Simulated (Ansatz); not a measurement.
SiNi₃, a known structure type with other elements, at an estimated volume

```
Si Ni
1.0
     2.88130    0.00000    0.00000
     1.44065   -4.64248    0.00000
     0.00000    0.00000   -7.23614
Si Ni
2 6
Cartesian
  2.8813 -2.3769 -5.4271
  1.4406 -2.2655 -1.8090
  1.4406 -0.6852 -5.4271
  2.8813 -3.9572 -1.8090
  1.4406 -3.3937 -6.7875
  2.8813 -1.2488 -3.1694
  2.8813 -1.2488 -0.4486
  1.4406 -3.3937 -4.0667
```

The numbers come from plane-wave PAW DFT (Ansatz): PBEsol, no spin polarisation, 420 eV, 10×10×4 Γ-centred k points, fermi-dirac occupations (width 0.1 eV). Nothing was relaxed.

Task: Is there a gap?

Result: It is a metal, with about 5.6 states/eV a cell as the mean within 0.25 eV of the Fermi level, mostly Ni d (76 %).

Task: How is the charge shared?

Result: Bader charges in e: Si +0.71, Ni -0.25 to -0.22. In the mean Si gives up most and Ni takes most.

Task: What is the formation energy?

Result: -0.24 eV an atom against the elements' usual phases (free molecules for gases, crystals otherwise, with no correction for O₂ or N₂), so it is bound against them; other compounds may still compete. Relaxing would lower it.

Task: Which atom feels the largest force, and which way?

Result: The largest is on Ni3 (and as large on other atoms): 1.39 eV/Å, components (0.00, 1.39, 0.00). It makes 140° with the line to a nearest neighbour, Si1 at 2.22 Å, pointing away from it.

Task: What does the stress say?

Result: The pressure is -12.7 GPa (compression positive), so with the atoms held at these fractions the cell would first shrink; the forces are large, so a full relaxation may end otherwise. The principal stresses -14.7, -14.5, -8.9 GPa differ, so its shape would change too.

Origin: a known structure type with other elements, at an estimated volume, so it need not be a known compound. Caveats: no spin polarisation, so a magnetic state may lie lower.
